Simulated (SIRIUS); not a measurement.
Set-up for a self-consistent single point of W (P4_2/mmc, 8 atoms in the cell; from COD 9008583, changed as shown).

```
CELL_PARAMETERS angstrom
      5.18466     0.00000     0.00000
      0.00000     5.08300     0.00000
      0.00000     0.00000     5.08300
ATOMIC_POSITIONS crystal
  W  0.00000 0.00000 0.00000
  W  0.50000 0.50000 0.50000
  W  0.00000 0.50000 0.25000
  W  0.00000 0.50000 0.75000
  W  0.25000 0.00000 0.50000
  W  0.75000 0.00000 0.50000
  W  0.50000 0.75000 0.00000
  W  0.50000 0.25000 0.00000
```

Computed with PBEsol, PseudoDojo 0.4 standard norm-conserving PBEsol (tails mended) pseudopotentials (plane waves; SIRIUS 7.12.0).

SIRIUS settings:

| key | value |
|---|---|
| parameters.ngridk | 3 3 3 |
| parameters.xc_functionals | [XC_GGA_X_PBE_SOL, XC_GGA_C_PBE_SOL] |
| parameters.gk_cutoff | 8.602 1/bohr |
| parameters.pw_cutoff | 17.205 1/bohr |
| parameters.shiftk | 1 1 1 |
| parameters.smearing | fermi_dirac |
| parameters.smearing_width | 0.00367493 Ha |
| potentials | PseudoDojo 0.4 standard norm-conserving PBEsol (tails mended) pseudopotentials |
| parameters.electronic_structure_method | pseudopotential |
| parameters.num_bands | 67 |
| parameters.num_mag_dims | 0 |
| parameters.num_dft_iter | 100 |
| parameters.energy_tol | 1e-07 Ha |
| parameters.density_tol | 1e-06 |
| mixer.type | anderson |
| mixer.beta | 0.3 |
| mixer.use_hartree | true |

Results:

Number of valence electrons: 112
Number of bands: 67
Number of k-points after the program's reduction: 6
Number of plane waves (most at a k-point): 9724
Number of SCF iterations: 16
FFT grid: 60 × 60 × 60
Free energy E − TS: -16506.7389 eV
Pressure: -13.45 GPa
Largest force (vector length): 0.026 eV/Å

Forces (eV/Å):
```json
[
 {"atom": "W1", "Fx": "0.000", "Fy": "0.000", "Fz": "0.000"},
 {"atom": "W2", "Fx": "0.000", "Fy": "0.000", "Fz": "0.000"},
 {"atom": "W3", "Fx": "0.000", "Fy": "0.000", "Fz": "-0.026"},
 {"atom": "W4", "Fx": "0.000", "Fy": "0.000", "Fz": "0.026"},
 {"atom": "W5", "Fx": "0.000", "Fy": "0.000", "Fz": "0.000"},
 {"atom": "W6", "Fx": "0.000", "Fy": "0.000", "Fz": "0.000"},
 {"atom": "W7", "Fx": "0.000", "Fy": "-0.026", "Fz": "0.000"},
 {"atom": "W8", "Fx": "0.000", "Fy": "0.026", "Fz": "0.000"}
]
```

Stress (GPa, positive for compression):
```
-19.37    0.00    0.00
  0.00  -10.49    0.00
  0.00    0.00  -10.49
```

For comparison: a first run was changed to give this one (lattice vector a scaled by 1.02), and from it to this one the free energy goes up by 28.4 meV/atom, the pressure goes from -8.18 to -13.45 GPa and the largest force goes from 0.000 to 0.026 eV/Å.

Spin-orbit coupling is left out, which matters for bands and gaps with elements this heavy. No clean gap shows at this smearing width and mesh (spacing up to 0.41 Å⁻¹); the mesh is coarse for partly filled bands, so the values carry mesh errors.

Cost on one core: very roughly 3 core-minutes.

“Tails mended”: in these copies of the files the far tail of each local potential was reset to the Coulomb form.
